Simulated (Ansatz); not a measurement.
Relaxed-ion elastic tensor of SiS2 in space group Ibam (No. 72; S on 8j, Si on 4a) in GPa (Voigt order), plane-wave PAW r²SCAN+D4 (Ansatz code); density 2.07 g/cm³, 24.61 Å³ per atom.

```
13.5  10.3  -1.2   0.0   0.0   0.0
10.3  13.2   4.2   0.0   0.0   0.0
-1.2   4.2   137   0.0   0.0   0.0
 0.0   0.0   0.0   5.2   0.0   0.0
 0.0   0.0   0.0   0.0   0.9   0.0
 0.0   0.0   0.0   0.0   0.0   9.8
```

Is the crystal mechanically stable?

On the edge, within the error: the smallest eigenvalue of C is 0.9 GPa.

Work out the Voigt and Reuss bounds. Is their mean of use?

K_V = 21.1, K_R = 11.1; G_V = 13.2, G_R = 2.4 GPa. The bounds lie so far apart that a Hill average or a Debye temperature from it would say little.

The cell was relaxed with r²SCAN+D4 under the symmetry of its start; of distortions, only those at the zone centre were tested.

Potentials: the later of the program's two PAW sets.
